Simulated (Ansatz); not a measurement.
Sc$_{3}$TlB (anti-perovskite, space group No. 221), the program Ansatz at the PBE level (PAW), all energies at zero smearing, with the estimated change up to a 700 eV cutoff added, with one set of potentials and settings (totals compare only within such a set). Cell of 5 atoms (3 Sc, 1 Tl, 1 B): -18009.301 eV.

| element | reference phase | E (eV/atom) |
|---|---|---|
| Sc | P6_3/mmc, 2 atoms in the cell | -2135.8097 |
| Tl | P6_3/mmc, 2 atoms in the cell | -11444.1498 |
| B | R-3m, 12 atoms in the cell | -155.9161 |

Formation energy per atom, worked out: (-18009.301 − 3×(-2135.8097) − 1×(-11444.1498) − 1×(-155.9161))/5 = -0.361 eV/atom (-35 kJ per mol of atoms), at 0 K, without zero-point energy or fitted corrections.

Space group Pm-3m (anti-perovskite). The workflow started from a Materials Project entry (that database holds measured and hypothetical structures alike); the Crystallography Open Database files this formula in space group No. 221, but the cells were not matched. Whether it is the stable phase at ambient conditions was not checked. The cell was relaxed with PBE under the symmetry of its start; of distortions, only those at the zone centre were tested. No spin polarisation was allowed. The references are the lowest solids computed at this level, not always the standard phases. Spin–orbit coupling is left out wherever it is not named.

Potentials: the later of the program's two PAW sets.
